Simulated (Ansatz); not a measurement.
MgI2: from a first guess to the relaxed CdI2 type

First guess:

```yaml
crystal:
  lattice:
    - [4.02485, 0.00000, 0.00000]
    - [-2.01242, 3.48562, 0.00000]
    - [0.00000, 0.00000, 6.43975]
  atoms:
    - { symbol: Mg, position: [0.00000, 0.00000, 0.00000] }
    - { symbol: I, position: [0.33333, 0.66667, 0.25000] }
    - { symbol: I, position: [0.66667, 0.33333, 0.75000] }
```

The calculation used Ansatz 0.2.0, DFT, PBE, PAW with Ansatz's default frozen-core files, scalar-relativistic.

Cell and atoms relax within the symmetry of the start on a 10×10×5 k mesh with 0.05 eV Fermi–Dirac smearing.

The start is built from a prototype, known or not as a phase of this compound; the cutoff is 420 eV.

No spin–orbit coupling, which matters for the heavy atoms here.

Question: What is the pressure of the first guess?

Answer: 5.65 GPa.

Question: What does it relax to?

Answer: a = 4.207 Å, b = 4.207 Å, c = 7.850 Å, α = 90.00°, β = 90.00°, γ = 120.00° (conventional cell), 40.11 Å³ per atom:
```
CELL_PARAMETERS angstrom
4.20733 0.00000 0.00000
-2.10366 3.64365 0.00000
0.00000 0.00000 7.84975
ATOMIC_POSITIONS crystal
Mg 0.00000 0.00000 0.00000
I 0.33333 0.66667 0.21319
I 0.66667 0.33333 0.78681
```

Question: How much energy does the relaxation release?

Answer: 90 meV/atom.
